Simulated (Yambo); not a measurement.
```xyz
2
Lattice="0.0000 2.7157 2.7157 2.7157 0.0000 2.7157 2.7157 2.7157 0.0000" Properties=species:S:1:pos:R:3 pbc="T T T"
Al     0.0000     0.0000     0.0000
P      1.3579     1.3579     1.3579
```

Response from Yambo on PBEsol (Quantum ESPRESSO, PseudoDojo norm-conserving, 44 Ry, scalar-relativistic) bands: 16×16×16 mesh, 26 bands, 4 Ry local-field block, 0.2 eV broadening.

Problem. Give the static electronic dielectric constant without and with local fields.

Solution. 
| field along | ε(0), independent particles | ε(0), RPA with local fields | refractive index √ε |
|---|---|---|---|
| x | 9.00 | 7.82 | 2.80 |
Electronic (clamped-ion) response only. PBEsol gaps are usually too small, which raises these values. Convergence of the RPA response with its 16×16×16 mesh was not tested.

Geometry strained from the cell relaxed with PBEsol, atoms relaxed again.
